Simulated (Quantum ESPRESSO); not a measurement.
**How NMR parameters follow strain in Al2O3 (R-3c)**

```
Al2O3
1.0
    2.40251     1.38709     4.37208
   -2.40251     1.38709     4.37208
    0.00000    -2.77419     4.37208
Al O
4 6
Cartesian
  0.00000   0.00000   1.94125
  0.00000   0.00000  11.17500
  0.00000   0.00000   4.61688
  0.00000   0.00000   8.49937
  0.93237   1.38709   7.65115
 -0.93237  -1.38709   5.46510
 -1.66744   0.11391   7.65115
  1.66744  -0.11391   5.46510
  0.73507  -1.50100   7.65115
 -0.73507   1.50100   5.46510
```
The cell was made here from a computed Materials Project entry: atoms relaxed in the unchanged cell (PBE without dispersion, pw.x of a modified build of Quantum ESPRESSO, symmetry kept). The parent is Al2O3 in R-3c. Stability against distortions was not tested.

The last row's change in full: strained by +2 % along the unique axis and by -1 % across it, atoms relaxed (PBE, pw.x of Quantum ESPRESSO); the other rows go along the same path.

Method: shieldings by PBE GIPAW on JTH datasets (Quantum ESPRESSO), 22.5 Ha, k-mesh 4×4×4 shifted, f-sum rule met within 0.014 %. Values are those of the named site's first atom. Shieldings are absolute and leave out the bulk-susceptibility term; a larger σ means a smaller chemical shift. By our sweeps, such settings leave a few ppm in absolute σ. No d partial waves on Al: the paramagnetic term there is incompletely reconstructed. Static lattice: thermal averaging is not included.

Unchanged cell: σ_iso O (ppm) = 160.9.

**Question.** How do these values move along the path (axial strain (%): -2, +2)?

**Answer.** 
```
axial strain (%)  σ_iso O (ppm)
----------------  -------------
-2                        158.1
0                         160.9
+2                        161.9
```
